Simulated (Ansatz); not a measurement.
A trial structure of SbC₂ was built thus: 4-, 6-connected net, elements by coordination (P4/mbm, No. 127). Its size is a rough estimate.

```xyz
6
Lattice="5.7525 0.0000 0.0000 0.0000 5.7525 0.0000 0.0000 0.0000 2.1094" Properties=species:S:1:pos:R:3 pbc="T T T"
Sb    0.0000    0.0000    0.0000
Sb    2.8763    2.8763    0.0000
C     1.0170    1.8592    0.0000
C     1.8592    4.7355    0.0000
C     4.7355    3.8933    0.0000
C     3.8933    1.0170    0.0000
```

Theory: DFT PBE, scalar-relativistic, plane waves, PAW in Ansatz 0.2.0. Cutoff 420 eV, Gaussian smearing, Γ-centred meshes. Cell and atoms relax first on a coarse mesh and then on a finer one. In between, the cell is made exact in the group found at 0.06 Å. In metals the finer mesh still leaves noise of several meV/atom or more. The steps can't lower the symmetry of their start. No spin polarisation.

A guess keeps its type if space group and coordination stay and the shape of the cell changes little (axis ratios within about 15 %, angles within 6°); the volume may change.

Question: Does it keep its structure type, or change into something else?

Answer: It doesn't keep its type. The symmetry stays P4/mbm (No. 127). The volume per atom grows by 32.1 %, from 11.6 to 15.4 Å³. The shortest distance goes from 2.11 Å (C–C and Sb–Sb) to 1.29 Å (C–C). The ratio c/a of the conventional cell changes by a factor of 1.65. Counting neighbours within 15 % of an atom's shortest distance, the start has C 4, Sb 6 and the end C 1, Sb 4. In detail, at the end Sb is surrounded by 4 C at 2.26 Å; around C lie 1 C at 1.29 Å and 2 Sb at 2.26 Å.

```cif
data_structure
_symmetry_space_group_name_H-M 'P4/mbm'
_symmetry_Int_Tables_number 127
_cell_length_a 5.3457
_cell_length_b 5.3457
_cell_length_c 3.2278
_cell_angle_alpha 90.000
_cell_angle_beta 90.000
_cell_angle_gamma 90.000
_cell_volume 92.24
loop_
_atom_site_label
_atom_site_type_symbol
_atom_site_symmetry_multiplicity
_atom_site_Wyckoff_symbol
_atom_site_fract_x
_atom_site_fract_y
_atom_site_fract_z
_atom_site_occupancy
Sb1 Sb 2 a 0.00000 0.00000 0.00000 1
C1 C 4 g 0.08545 0.41455 0.00000 1
```

The zero of energy is the elements' standard structures at the same level; no fitted shifts are applied.

Question: At what energy does it end?

Answer: +1.18 eV/atom. The separate elements lie lower, so it is unstable against them.

The last run used an 8×8×12 mesh (in the run's order of axes) for its 6-atom cell and Gaussian smearing of 0.10 eV. These runs have no spin–orbit coupling, which can matter for Sb. The reference form of C is held partly by dispersion forces, which this level lacks. A structure relaxed within its symmetry needn't be a true minimum.
